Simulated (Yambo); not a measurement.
Yambo run on Rb2NaRhF6 (space group Fm-3m, No. 225). The wavefunctions are norm-conserving LDA (Quantum ESPRESSO, 88 Ry, scalar-relativistic) ones on a 2×2×2 mesh (43 occupied bands); a = b = c = 6.1272 Å, α = β = γ = 60.00°.

Yambo input:

```
rim_cut
gw0
dyson
el_el_corr
HF_and_locXC
mpa
em1d
RandQpts= 1000000
RandGvec= 1 Ry
EXXRLvcs= 88 Ry
VXCRLvcs= 352 Ry
Chimod= "HARTREE"
% BndsRnXm
 6 | 314 |
%
NGsBlkXm= 8 Ry
% LongDrXm
 1.0 | 1.0 | 1.0 |
%
EnSampXm= "2l"
EnGridXm= "lP"
% EnRngeXm
 0.0 | 40.0 | eV
%
% ImRngeXm
 2.72114 | 27.21138 | eV
%
% DmRngeXm
 0.02721 | 2.72114 | eV
%
ETStpsXm= 8
IntSolXm= "PT"
% GbndRnge
 1 | 314 |
%
GTermKind= "none"
DysSolver= "n"
ExtendOut
% QPkrange
 3 | 3 | 43 | 44 |
%
```

k points by index: 3 = X.

Resulting energies as the program prints them:

```
#    K-point    Band    Eo [eV]    E [eV]    E-Eo [eV]    Vxc [eV]    Vnlxc [eV]    Sc|Eo [eV]    Sc|E [eV]    dSc/dw|Eo [eV]    Re(Z)    Im(Z)
#
    3    43    0.000000    -1.291648    -1.291648    -23.11712    -29.54571    4.765894    5.136942    -7.811536    0.776940    -0.003824
    3    44    1.607922    3.929951    2.322029    -22.38692    -16.41771    -3.059421    -3.647186    -6.887834    0.797993    -0.003204
```
(The two width columns are left out.) Convergence of these settings isn't established.

Spin-orbit coupling is not included.

Geometry of the Materials Project entry, not relaxed at this level.
